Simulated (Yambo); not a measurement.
Absorption of NaCuO₂ (space group C2/m, No. 12) under isotropic strain of -1.5 % on all lattice vectors with and without the electron-hole interaction (Yambo, PBEsol bands; 8×8×4 mesh, 10 valence and 2 conduction bands, static screening with 36 bands and a 4 Ry block, scissor 1.67 eV, Tamm-Dancoff; field along x). Axes are Cartesian, with cell vectors (Å) (3.19, -1.35, 0.01), (3.19, 1.35, 0.01), (-3.06, 0.00, 5.12).

```tsv
E (eV)	Im ε, BSE	Im ε, independent quasiparticles
0.25	0.02	0.02
0.35	0.02	0.02
0.45	0.03	0.02
0.55	0.03	0.02
0.65	0.03	0.02
0.75	0.03	0.02
0.85	0.03	0.02
0.96	0.04	0.02
1.06	0.04	0.03
1.16	0.05	0.03
1.26	0.05	0.03
1.36	0.06	0.03
1.46	0.07	0.04
1.56	0.08	0.04
1.66	0.10	0.04
1.76	0.12	0.05
1.86	0.17	0.06
1.96	0.23	0.07
2.06	0.29	0.08
2.16	0.41	0.10
2.26	0.67	0.13
2.36	1.01	0.18
2.46	1.17	0.28
2.56	1.45	0.44
2.66	1.46	0.52
2.77	1.24	0.60
2.87	1.04	0.75
2.97	0.92	0.90
3.07	0.76	1.11
3.17	0.63	1.17
3.27	0.55	1.14
3.37	0.47	1.18
3.47	0.38	1.19
3.57	0.33	1.00
3.67	0.30	0.77
3.77	0.28	0.64
3.87	0.27	0.58
3.97	0.27	0.51
4.07	0.26	0.47
4.17	0.24	0.46
4.27	0.20	0.44
4.37	0.18	0.41
4.47	0.18	0.40
4.57	0.20	0.39
4.68	0.23	0.34
4.78	0.22	0.29
4.88	0.20	0.27
4.98	0.18	0.27
5.08	0.17	0.29
5.18	0.17	0.34
5.28	0.17	0.35
5.38	0.18	0.31
5.48	0.20	0.25
5.58	0.21	0.21
5.68	0.24	0.18
5.78	0.29	0.17
5.88	0.38	0.18
5.98	0.52	0.20
6.08	0.62	0.24
6.18	0.62	0.31
6.28	0.72	0.36
6.38	0.87	0.35
6.49	1.04	0.38
6.59	1.14	0.42
6.69	1.33	0.40
6.79	1.44	0.38
6.89	1.75	0.38
6.99	2.23	0.37
7.09	3.24	0.42
7.19	4.68	0.48
```

The scissor comes from a G0W0 run whose convergence isn't established. Broadening 0.15 eV. The band window holds all transitions up to 8.2 eV. Fine structure above the onset can come from the mesh.

The 3d shell has no Hubbard U; the runs are without spin polarisation, and magnetic order was not tried.

Geometry strained from the cell relaxed with PBEsol, atoms relaxed again; primitive cell a = b = 3.466 Å, c = 5.965 Å, α = β = 118.05°, γ = 45.74°.

With a shallow 3d shell G0W0 needs far more bands and larger blocks than here, so the scissor is uncertain by tenths of an eV or more.
